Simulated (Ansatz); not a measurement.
Input:

TiS2:
```yaml
crystal:
  lattice:
    - [3.31473, 0.00000, 0.00000]
    - [-1.65737, 2.87064, 0.00000]
    - [0.00000, 0.00000, 5.44695]
  atoms:
    - { symbol: Ti, position: [0.00000, 0.00000, 0.00000] }
    - { symbol: S, position: [0.33333, 0.66667, 0.26094] }
    - { symbol: S, position: [0.66667, 0.33333, 0.73906] }
```

This is the LDA-relaxed structure.

Q: All from the program Ansatz at the LDA level (PAW), unless another level is named. Predict the highest zone-centre frequency.

A: 388 cm^-1.

Q: Predict the bulk modulus (Birch–Murnaghan fit).

A: 42.2 GPa.

Space group P-3m1 (CdI2 type). The cell was relaxed with LDA under the symmetry of its start; of distortions, only those at the zone centre were tested. No spin polarisation was allowed. A crystal of weakly bound layers computed without a dispersion correction: the cell and the soft elastic constants depend strongly on that. As this level gives no gap, phonon frequencies hold no LO–TO term and depend on the k-mesh and smearing (Fermi–Dirac, 0.1 eV here).

Potentials: the earlier of the program's two PAW sets.
